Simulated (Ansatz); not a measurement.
GaN:
```xyz
2
Lattice="2.6987 0.0000 0.0000 0.0000 2.6987 0.0000 0.0000 0.0000 2.6987" Properties=species:S:1:pos:R:3 pbc="T T T"
Ga     0.0000     0.0000     0.0000
N      1.3494     1.3494     1.3494
```

Relaxed with r²SCAN. Special points in fractions of this cell's reciprocal vectors: Γ (0.000, 0.000, 0.000); X (0.000, 0.500, 0.000); M (0.500, 0.500, 0.000); R (0.500, 0.500, 0.500).

List the band energies nearest the Fermi level at these points for r²SCAN with spin–orbit coupling in the plane-wave PAW code Ansatz.

In eV from the Fermi level; about four levels below and three above (degenerate sets whole), none deeper than 8.9 eV; points with the same levels are listed once.

```
k                                below                          above
-  -----------------------------------  -----------------------------
Γ  -1.47 -1.47 -1.47 -1.47 -1.38 -1.38        10.48 10.48 10.48 10.48
X                                    –            0.02 0.02 0.04 0.04
M              -6.73 -6.73 -2.40 -2.40            0.46 0.46 9.14 9.14
R  -3.34 -3.34 -3.34 -3.34 -3.33 -3.33  1.49 1.49 1.74 1.74 1.74 1.74
```

Space group Pm-3m (CsCl type). The cell is a constructed one: a structure type filled with these elements; neither database checked (COD, Materials Project) lists it. It is not the phase usual at ambient conditions (space group No. 186, 216). The cell was relaxed with r²SCAN under the symmetry of its start. At this level the phase is mechanically unstable.

Potentials: the later of the program's two PAW sets.
